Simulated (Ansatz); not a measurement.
Values for one crystal, relaxed and computed with DFT-r²SCAN in the program Ansatz with PAW potentials; other levels are named.

| Quantity | Value |
|---|---|
| Volume per atom | 11.57 Å³ |
| Band gap | 0.07 eV (direct) |
| Bulk modulus (Birch–Murnaghan fit) | 107 GPa |
| Valence-band maximum | at X |
| Mechanical stability | marginal (the smallest eigenvalue of C is near zero) |
| HSE06 gap on the r²SCAN cell | 0.89 eV |
| Formation energy from the elements (no fitted shifts) | 0.33 eV/atom |

Problem. Pick the material that matches.
A. MgO, wurtzite
B. Cu3HO, anti-perovskite
C. CaO, CsCl type
D. Zn3In2O6, P2_1/m (Pearson symbol mP44)

Solution. B, Cu3HO, anti-perovskite

Space group Pm-3m (anti-perovskite). The start of the workflow was typed in or built on a structure type; neither database checked (COD, Materials Project) lists it. Whether it is the stable phase at ambient conditions was not checked. Symmetry was held in the r²SCAN relaxation; whether a distortion lowers the energy is not shown. The workflow began spin-polarised and lost its moments. The volume moved by 28 % from the start of the relaxation. Its formation energy is positive at this level, so the cell may be metastable or incomplete. No Hubbard U is applied. The references are the lowest solids computed at this level, not always the standard phases (solids in place of the gases).

Potentials: the earlier of the program's two PAW sets.
